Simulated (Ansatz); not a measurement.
ZnO:
```
ZnO
1.0
    5.51326     0.00000     0.00000
    0.00000     5.51326     0.00000
    0.00000     0.00000     3.24862
Zn O
4 4
Direct
  0.18178   0.18178   0.50000
  0.81822   0.81822   0.50000
  0.31822   0.68178   0.00000
  0.68178   0.31822   0.00000
  0.81749   0.18251   0.50000
  0.18251   0.81749   0.50000
  0.31749   0.31749   0.00000
  0.68251   0.68251   0.00000
```

This is the r²SCAN-relaxed structure.

Task: All from plane-wave PAW r²SCAN (Ansatz code), unless another level is named. Estimate the bulk modulus (Birch–Murnaghan fit).

Result: 127 GPa.

Task: Next, the zero-point energy?

Result: 58.6 meV/atom.

Space group P4_2/mnm. The first step of the workflow began from a Materials Project structure, measured or hypothetical; the Crystallography Open Database copy checked does not list it. It is not the phase usual at ambient conditions (space group No. 186). The r²SCAN relaxation kept the symmetry of its start; its stability against distortions is not shown here.

Potentials: the later of the program's two PAW sets.
